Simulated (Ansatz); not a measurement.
Relaxed-ion elastic tensor of Pb (hcp (Mg type), space group No. 194) in GPa (Voigt order), DFT-PBEsol in the program Ansatz with PAW potentials; density 11.44 g/cm³, 30.09 Å³ per atom.

```
69.5  43.0  31.6   0.0   0.0   0.0
43.0  69.5  31.6   0.0   0.0   0.0
31.6  31.6  60.7   0.0   0.0   0.0
 0.0   0.0   0.0   8.2   0.0   0.0
 0.0   0.0   0.0   0.0   8.2   0.0
 0.0   0.0   0.0   0.0   0.0  13.3
```

Task: Is the crystal mechanically stable?

Result: Yes: the smallest eigenvalue of C is 8.2 GPa.

Task: Work out the Voigt, Reuss and Hill averages.

Result: K_V = 45.8, K_R = 44.9, K_H = 45.3; G_V = 12.2, G_R = 11.1, G_H = 11.6 GPa.

Task: Give Young's modulus, Poisson's ratio, Pugh's ratio and the universal anisotropy index.

Result: E = 9KG/(3K + G) = 32.1 GPa; ν = 0.38; K/G = 3.90 (ductile by the Pugh limit of 1.75); A_U = 5G_V/G_R + K_V/K_R − 6 = 0.52.

Task: Estimate the sound speeds and the Debye temperature.

Result: v_l = √((K + 4G/3)/ρ) = 2310 m/s, v_t = √(G/ρ) = 1010 m/s, mean 1140 m/s; Θ = (h/k)(3n/4πV)^(1/3) v_m = 109 K.

Task: How much does each axis shrink under pressure?

Result: Linear compressibilities β_i = Σ_j S_ij (j = 1 to 3): x 6.0, y 6.0, z 10 per TPa.

Space group P6_3/mmc (hcp (Mg type)). The first step of the workflow began from a Materials Project structure, measured or hypothetical; the Crystallography Open Database files this formula in space group No. 194, but the cells were not matched. It is not the phase usual at ambient conditions (space group No. 225). Symmetry was held in the PBEsol relaxation; of distortions, only those at the zone centre were tested. As this level gives no gap, shear constants depend on the k-mesh and smearing (Fermi–Dirac, 0.1 eV here). On the denser mesh and wider smearing of the elastic run this cell carries a stress of 1.0 GPa. Scalar-relativistic: spin–orbit coupling is off unless named, which matters more the heavier the elements.

Potentials: the later of the program's two PAW sets.
